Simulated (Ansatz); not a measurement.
An Ansatz input:

```yaml
crystal:
  lattice:
    - [1.9790507755, 0.0, 0.0]
    - [0.0, 1.9790507755, 0.0]
    - [0.0, 0.0, 1.9790507755]
  atoms:
    - { symbol: B, position: [0.0, 0.0, 0.0] }
hamiltonian:
  xc: blyp
  pseudopotentials:
    kind: paw
    azcp:
      B: "pseudopotentials/B.paw.azcp"
basis:
  ecutwfc: 420
  fft_grid_basis: typed
kpoints:
  mp_grid: { grid: [18, 18, 18], shift: [0, 0, 0] }
magnetization:
  spin_polarized: false
scf:
  occupations: { method: fermi_dirac, width: 0.1 }
  lower_state_search: "off"
output:
  stress: true
```

Terminal output

```
Engine: ansatz 0.2.0, x86_64-unknown-linux-gnu
Pseudopotentials: kind: paw
Pseudopotential: B, paw, valence charge 3, recommended cutoff 420 eV (normal) 
Functional definition: BLYP
  parameter beta = 0.0042
  parameter a = 0.04918
  parameter b = 0.132
  parameter c = 0.2533
  parameter d = 0.349
  exchange = b88_x(beta = beta)
  correlation = lyp_c(a = a, b = b, c = c, d = d)
Crystal: 1 atoms, lattice volume = 7.751 Å³
Basis set: ecut = 420 eV, 147 PW (Γ), exchange–correlation on 30×30×30 points (8 copies of the dense FFT grid, shifted against one another)
Bands: 6, of which v1, the nominal top of the filled ones, is band 2 counted from 1 (1 counted from 0)
Symmetry: 48 space group operations
Space group: Pm-3m (ITA 221), of the structure as read, at distance tolerance 2.0e-5 Å
k-points: 220 of 5832
Non-local potential: B, projectors of the file, l = 0: 2, l = 1: 2, l = 2: 1
PAW form: soft (Blöchl's): semilocal exchange-correlation on the pseudo side does not see the compensation charge
PAW frozen core: B, regenerated for the run's functional, and the local potential with it (the file was generated under x = pbe(κ = 0.804, μ = 0.2195149727645171), c = pbe(β = 0.06672455060314922))
PAW one-centre angular grid: B, 110 points (default); XC on 64 Gauss nodes
Initial density: superposition of atomic densities (neutral atoms: chi_scale 0, normalization atom), corrected by the library's trained network
Initial wavefunctions: pseudopotential atomic-orbital guess
Functional: x = b88, c = lyp
SCF iter   1: F=—  HF=-154.999626 eV  |F-HF|=—  |Δ(HF+E_count)|=         —  Δρ=1.13e-2  dr2=8.54e-3  ethr=1.77e-3  ⟨swp⟩=4.5  Hψ=9969  notcnv=0
SCF iter   2: F=—  HF=-154.997680 eV  |F-HF|=—  |Δ(HF+E_count)|=   1.95e-3  Δρ=4.88e-3  dr2=1.61e-3  ethr=2.85e-4  ⟨swp⟩=1.0  Hψ=3080  notcnv=0
SCF iter   3: F=—  HF=-154.997348 eV  |F-HF|=—  |Δ(HF+E_count)|=   3.32e-4  Δρ=2.22e-4  dr2=2.08e-6  ethr=5.37e-5  ⟨swp⟩=1.7  Hψ=1598  notcnv=0
SCF iter   4: F=—  HF=-154.997351 eV  |F-HF|=—  |Δ(HF+E_count)|=   2.72e-6  Δρ=1.80e-5  dr2=1.66e-8  ethr=6.93e-8  ⟨swp⟩=2.1  Hψ=1682  notcnv=0
iter 5 did not close the SCF: its close was put off for the readings that it lacked (scf_convergence_deferred on its scf_iter line)
SCF iter   5: F=-154.997351 eV  HF=-154.997351 eV  |F-HF|=5.34e-12  |Δ(HF+E_count)|=   5.80e-9  Δρ=7.45e-7  dr2=2.34e-11  ethr=5.54e-10  ⟨swp⟩=1.8  Hψ=1637  notcnv=0
SCF iter   6: F=-154.997351 eV  HF=-154.997351 eV  |F-HF|=8.53e-14  |Δ(HF+E_count)|=  1.13e-11  Δρ=4.21e-8  dr2=7.07e-14  ethr=1.00e-12  ⟨swp⟩=1.0  Hψ=3657  notcnv=0
SCF 1 converged in 6 iterations: F = -154.997351 eV  dr2 = 7.07e-14
SCF converged after 6 iterations
Free energy (F): -154.997351 eV
Harris-Foulkes:  -154.997351 eV  (|F-HF|=8.53e-14)
Internal energy: -154.985631 eV  (E = F + TS)
E sigma→0 (E₀):  -154.991491 eV
Entropy (-TS):   -0.011720 eV (-11.720 meV/atom)
Fermi energy:    8.990280 eV
--- Per-component energies (eV) ---
  E_band       = 11.085025
  E_kinetic    = 44.175031
  E_local      = -10.975051  (includes V_loc(G=0)·N_el)
  E_nonlocal   = 12.866340
  E_hartree    = 1.413267
  E_xc         = -29.717408
  E_vxc        = -34.983179  (∫ρ·V_xc dr)
  E_paw        = -79.849311  (= ΣΔE_a)
  E_vpaw       = -2.824645  (= ΣTr[D̂ρ^β])
  E_aug_tail   = -0.000002  (compensation charges beyond the density's cutoff)
  E_ewald      = -92.899259
  E_core_change = 0.000764  (= ΣΔE_core)
  E_smearing   = -0.011720  (= −TS)
  E_closure    = 0.000000  (closes the sum)
  Σ components = -154.997351   (vs F -154.997351, Δ=0.00e0)
--- Stress (GPa, compression-positive) ---
      -18.612389       0.000000       0.000000
       -0.000000     -18.612389      -0.000000
        0.000000       0.000000     -18.612389
  P = ⅓ Tr σ = -18.6124 GPa (-186.124 kbar)
```
